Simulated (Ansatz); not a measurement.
**AgTe2Pt single point**

Input file of Ansatz 0.2.0:

```yaml
crystal:
  lattice:
    - [0.0, 3.778911, 0.0]
    - [3.778911, 0.0, 0.0]
    - [1.889456, 1.889456, -7.336101]
  atoms:
    - { symbol: Ag, position: [0.75, 0.25, 0.5] }
    - { symbol: Pt, position: [0.0, 0.0, 0.0] }
    - { symbol: Te, position: [0.369, 0.369, 0.262] }
    - { symbol: Te, position: [0.631, 0.631, 0.738] }
  symmetry: { tolerance: 0.0003 }
kpoints:
  mp_grid: { grid: [9, 9, 9], shift: [0, 0, 0] }
  band_path:
    path:
      - [0.0, 0.0, 0.0]
      - [-0.5, 0.5, 0.0]
      - [-0.5, 0.5, -0.25]
      - [-0.5, 0.0, -0.5]
      - [0.0, 0.0, 0.0]
      - [0.0, 0.0, -0.5]
      - [-0.4668325, 0.0, -0.73341625]
      - [-0.5331675, 0.0, -0.26658375]
      - [0.0, 0.0, 0.0]
      - [-0.5, 0.5, 0.0]
      - [-0.5331675, 0.4668325, -0.0331675]
    npoints: 6
magnetization:
  spin_polarized: false
scf:
  occupations: { method: fermi_dirac, width: 0.0311 }
  lower_state_search: "off"
  max_iter: 200
hamiltonian:
  pseudopotentials: { kind: paw }
  xc: pbe
basis:
  ecutwfc: 420
  fft_grid_basis: typed
output:
  forces: true
  stress: true
  eigenvalues: true
  bader: true
  populations: true
  elf: true
  write_potential: true
  volumetric_format: npy
  dos:
    e_range: [-12, 8]
    de: 0.05
    projected: { site_lists: { Ag: [Ag], Pt: [Pt], Te: [Te] } }
checkpoint:
  read: saved_state
```

The saved state is an earlier solution for the same cell, perhaps on another mesh. 

Parts of the output:

```
SCF iter   1: F=—  Δρ=1.17e-3  dr2=1.11e-3
SCF iter   2: F=—  Δρ=6.13e-4  dr2=4.18e-4
SCF iter   3: F=—  Δρ=1.20e-4  dr2=2.70e-5
SCF iter   4: F=—  Δρ=4.61e-5  dr2=3.28e-6
SCF iter   5: F=—  Δρ=2.01e-5  dr2=5.22e-7
SCF iter   6: F=—  Δρ=6.80e-6  dr2=1.01e-7
SCF iter   7: F=-34070.8848 eV  Δρ=3.17e-6  dr2=2.04e-8
Free energy (F): -34070.8848 eV
Harris-Foulkes:  -34070.8848 eV  (|F-HF|=1.01e-8)
Internal energy: -34070.8721 eV  (E = F + TS)
E sigma→0 (E₀):  -34070.8784 eV
Entropy (-TS):   -0.0127 eV (-3.164 meV/atom)
Fermi energy:    11.3939 eV
--- Forces (eV/Å), atoms counted from 1 ---
  atom   1  Ag     0.0000     0.0000     0.0000
  atom   2  Pt     0.0000     0.0000     0.0000
  atom   3  Te     0.0000     0.0000     3.0826
  atom   4  Te     0.0000     0.0000    -3.0826
--- Stress (GPa, compression-positive) ---
       -1.6957       0.0000       0.0000
        0.0000      -1.6957       0.0000
        0.0000       0.0000       4.1148
  P = ⅓ Tr σ = 0.2411 GPa (2.411 kbar)
--- Löwdin populations: 4 sites ---
  site symbol       q [e]
     0     Ag     18.4800
     1     Pt     17.8998
     2     Te     16.1504
     3     Te     16.1504
  spilling = 0.0046 (of n_electrons = 69.0000)
--- Bader charges: 4 sites ---
  site symbol  charge [e]  shift [e]
     0     Ag     -0.0745     0.0041
     1     Pt     -0.1521     0.0000
     2     Te      0.1133     0.0021
     3     Te      0.1133     0.0021
```

Origin: a known structure type with other elements, at an estimated volume, so it need not be a known compound. Caveats: odd electron count without spin polarisation, so a magnetic state may lie lower; atoms or cell far from equilibrium.
